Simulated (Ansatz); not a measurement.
Values for one crystal, relaxed and computed with r²SCAN in the plane-wave PAW code Ansatz; other levels are named.

| Quantity | Result |
|---|---|
| Volume per atom | 24.54 Å³ |
| Band gap | 1.15 eV (indirect) |
| Electron effective mass with spin–orbit coupling | 0.52, 3.0, 3.3 mₑ (principal values) |
| Electron effective mass | 0.51, 3.0, 3.3 mₑ (principal values) |
| HSE06 gap on the r²SCAN cell | 2.42 eV |
| Bulk modulus (Birch–Murnaghan fit) | 17.5 GPa |
| Formation energy from the elements (no fitted shifts) | -0.90 eV/atom |

Pick the material that matches.
A. BeS, zinc blende
B. Cs2Ni3S4, Fmmm (Cs on 8i, Ni on 4a, Ni on 8e, S on 16m)
C. WS2, P6_3/mmc (W on 2c, S on 4f)
D. BeS, wurtzite

B, Cs2Ni3S4, Fmmm (Cs on 8i, Ni on 4a, Ni on 8e, S on 16m)

The first step of the workflow began from a Materials Project structure, measured or hypothetical; the Crystallography Open Database copy checked does not list it. Whether it is the stable phase at ambient conditions was not checked. Symmetry was held in the r²SCAN relaxation; whether a distortion lowers the energy is not shown. No spin polarisation was allowed. The references are the lowest solids computed at this level, not always the standard phases. Scalar-relativistic: spin–orbit coupling is off unless named, which matters more the heavier the elements.

Potentials: the later of the program's two PAW sets.
